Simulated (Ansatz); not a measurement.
Zr$_{3}$Ag (Cu3Au type, Pm-3m) at seven volumes, PBEsol in the plane-wave PAW code Ansatz, scaled uniformly. One row is withheld.

| V (Å³/atom) | P (GPa) |
|---|---|
| 18.632 | 12.36 |
| 19.246 | 7.61 |
| 19.860 | 3.52 |
| 20.474 | 0.00 |
| 21.089 | -3.03 |
| 21.703 | -5.62 |
| 22.317 | ? |

Problem. Fit the shown pressures and predict the withheld one.

Solution. P = (3/2)B₀(x^(7/2) − x^(5/2))[1 + (3/4)(B′ − 4)(x − 1)] with x = (V₀/V)^(2/3). Least squares on the six rows gives V₀ = 20.475 Å³/atom, B₀ = 109 GPa, B′ = 4.00. At V = 22.317, x = 0.9442 and P = -7.90 GPa. The run itself gave -7.85 GPa.

The workflow started from an entry of the Crystallography Open Database (COD); the relaxed space group is not among those it files for this formula. COD files the formula under space group No. 123, so this cell is another polymorph or a model. Whether it is the stable phase at ambient conditions was not checked. The cell was relaxed with PBEsol under the symmetry of its start; of distortions, only those at the zone centre were tested. The run is not spin-polarised.

Potentials: the later of the program's two PAW sets.
